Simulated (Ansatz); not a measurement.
Te2Mo:
```yaml
crystal:
  lattice:
    - [6.28637, 0.00000, 0.00000]
    - [0.00000, 3.43890, 0.00000]
    - [-0.83518, 0.00000, 13.35249]
  atoms:
    - { symbol: Te, position: [0.55832, 0.75000, 0.34745] }
    - { symbol: Te, position: [0.44168, 0.25000, 0.65255] }
    - { symbol: Te, position: [0.58605, 0.25000, 0.10475] }
    - { symbol: Te, position: [0.41395, 0.75000, 0.89525] }
    - { symbol: Te, position: [0.09361, 0.75000, 0.15296] }
    - { symbol: Te, position: [0.90639, 0.25000, 0.84704] }
    - { symbol: Mo, position: [0.32040, 0.75000, 0.50678] }
    - { symbol: Mo, position: [0.67960, 0.25000, 0.49322] }
    - { symbol: Te, position: [0.05637, 0.25000, 0.39491] }
    - { symbol: Te, position: [0.94363, 0.75000, 0.60509] }
    - { symbol: Mo, position: [0.18158, 0.25000, 0.00787] }
    - { symbol: Mo, position: [0.81842, 0.75000, 0.99213] }
```

Relaxed with LDA. Special points in fractions of this cell's reciprocal vectors: Γ (0.000, 0.000, 0.000); Z (0.000, 0.500, 0.000); D (0.000, 0.500, 0.500); B (0.000, 0.000, 0.500); A (-0.500, 0.000, 0.500); E (-0.500, 0.500, 0.500); C2 (-0.500, 0.500, 0.000); Y2 (-0.500, 0.000, 0.000).

Problem. List the band energies nearest the Fermi level at these points for plane-wave PAW LDA (Ansatz code).

Solution. In eV from the Fermi level; about four levels below and three above (degenerate sets whole), none deeper than 8.9 eV; points with the same levels are listed once.

```tsv
k	below	above
Γ	-0.71 -0.53 -0.49 -0.25	0.06 0.26 0.39
Z	-1.72 -1.72 -1.49 -1.49	0.93 0.93 1.11 1.11
D	-1.71 -1.71 -1.60 -1.60	0.90 0.90 1.10 1.10
B	-0.80 -0.74 -0.13 -0.12	0.04 0.11 0.40
A	-0.65 -0.37 -0.08 -0.07	0.76 0.86 1.28
E	-1.17 -1.17 -1.07 -1.07	0.95 0.95 0.96 0.96
C2	-1.18 -1.18 -1.08 -1.08	0.93 0.93 1.01 1.01
Y2	-0.59 -0.51 -0.16 -0.12	0.81 0.83 1.41
```

Space group P2_1/m. The workflow started from an entry of the Crystallography Open Database (COD), which files this formula under 2 space groups. It is not the phase usual at ambient conditions (space group No. 194). The cell was relaxed with LDA under the symmetry of its start; its stability against distortions is not shown here. No spin polarisation was allowed. A crystal of weakly bound layers computed without a dispersion correction: the cell and the soft elastic constants depend strongly on that. Scalar-relativistic: spin–orbit coupling is off unless named, which matters more the heavier the elements.

Potentials: the later of the program's two PAW sets.
